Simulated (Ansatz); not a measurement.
One crystal and one scan (scan of one atom of the cell) at two levels, PBE (plane waves to 420 eV, PAW, scalar-relativistic; Ansatz, a program for electronic structure) and r2SCAN (plane waves to 500 eV, PAW, scalar-relativistic; Ansatz), each from its own relaxed cell and on its own mesh. The cell shown is that of PBE.

Starting cell, MoSi₂ (MoSi2 type, space group I4/mmm):

```yaml
crystal:
  lattice:
    - [-1.60850, 1.60850, 3.93661]
    - [1.60850, -1.60850, 3.93661]
    - [1.60850, 1.60850, -3.93661]
  atoms:
    - { symbol: Mo, position: [0.00000, 0.00000, 0.00000] }
    - { symbol: Si, position: [0.33511, 0.33511, 0.00000] }
    - { symbol: Si, position: [0.66489, 0.66489, 0.00000] }
```

In each cell atom 2 (Si, nearest neighbour Si at 2.596 Å; its periodic images, 3.2 Å or more away, move with it) moves by s·(0.000, 0.000, 1.000) (towards the nearest neighbour), the rest being held.

E stands for the smeared free energy. MoSi2 is run without spin polarisation. MoSi2 was relaxed with its symmetry unable to fall. The PAW data are Ansatz's earlier set. With partly filled bands, energies and forces of such displacements shift with the k mesh and the smearing. Both scans cover s from -0.260 to 0.260 Å.

ΔE (meV/cell), each from the undisplaced structure of its own level:

```json
[
 {"s (Å)": "-0.260", "PBE": "419", "r2SCAN": "455"},
 {"s (Å)": "-0.208", "PBE": "266", "r2SCAN": "289"},
 {"s (Å)": "-0.156", "PBE": "149", "r2SCAN": "162"},
 {"s (Å)": "-0.104", "PBE": "66", "r2SCAN": "72"},
 {"s (Å)": "-0.052", "PBE": "16", "r2SCAN": "18"},
 {"s (Å)": "0.000", "PBE": "0", "r2SCAN": "0"},
 {"s (Å)": "0.052", "PBE": "17", "r2SCAN": "18"},
 {"s (Å)": "0.104", "PBE": "68", "r2SCAN": "withheld"},
 {"s (Å)": "0.156", "PBE": "156", "r2SCAN": "168"},
 {"s (Å)": "0.208", "PBE": "281", "r2SCAN": "305"},
 {"s (Å)": "0.260", "PBE": "448", "r2SCAN": "487"}
]
```

Estimate the r2SCAN value at 0.104 from the PBE value there and the ratio of the two levels in the two nearest given rows on that side of the minimum.

At 0.156 and 0.208 the ratio r2SCAN/PBE averages 1.081, which gives 1.081 × 68 = 74 meV/cell. The calculation gives 73 meV/cell, +7.4 % against PBE.

(For displaced atoms, the force is minus the slope of the energy, and its curvature is a force constant, which sets phonon frequencies.)
